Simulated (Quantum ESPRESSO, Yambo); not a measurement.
RbBr (space group P4/mmm, No. 123) under biaxial strain of -2 % along x and y, z relaxed. The PBEsol cell relaxed from Materials Project entry mp-23303 was given a biaxial strain of -2 % along x and y, z relaxed, and the atoms were relaxed again. Chain: PBEsol (Quantum ESPRESSO, PseudoDojo norm-conserving, 46 Ry, no spin-orbit coupling); G0W0 in Yambo (4×4×4 Γ-centred k mesh, 154 bands and a 10 Ry block in the screening, 154 bands in G with the Bruneval-Gonze terminator, plasmon pole fitted at 27.2 eV); BSE (8×8×8 mesh, 3 valence and 3 conduction bands, static screening with 34 bands and a 4 Ry block, scissor 2.47 eV, Tamm-Dancoff).

```
Quantity                                                                       Value
-----------------------------------------------  -----------------------------------
PBEsol gap (dense path)                                                      4.09 eV
PBEsol gap R → Γ on the GW mesh                                              4.09 eV
PBEsol smallest direct gap on the GW mesh, at Γ                              4.24 eV
G0W0 direct gap at that point                                                6.71 eV
G0W0 correction to the gap R → Γ                                             2.45 eV
lowest exciton                                   no binding energy given (see below)
RPA electronic dielectric constant along x        2.84 (10×10×10 mesh, PBEsol bands)
```

Rough cost of the Yambo steps against G0W0 for 6 states: BSE within a factor of two, one RPA spectrum about 1/7.

Convergence of the G0W0 settings was not tested. The BSE states are vertical excitations (zero momentum); the indirect quasiparticle gap, about 6.54 eV, is smaller than the direct one (6.71 eV on the GW mesh). Convergence of the RPA response with its 10×10×10 mesh was not tested. The lowest state covers only about 2 of the 512 k points, so the mesh doesn't resolve it: its energy and its distance from the direct gap are mesh artefacts. An extended exciton needs a far denser mesh. Axes are Cartesian, with cell vectors (Å) (3.99, 0.00, 0.00), (0.00, 3.99, 0.00), (0.00, 0.00, 4.11).

Spin-orbit splittings are left out.

This is not the ordinary phase of the substance; no match was found in the copy of COD used, and its stability was not checked.
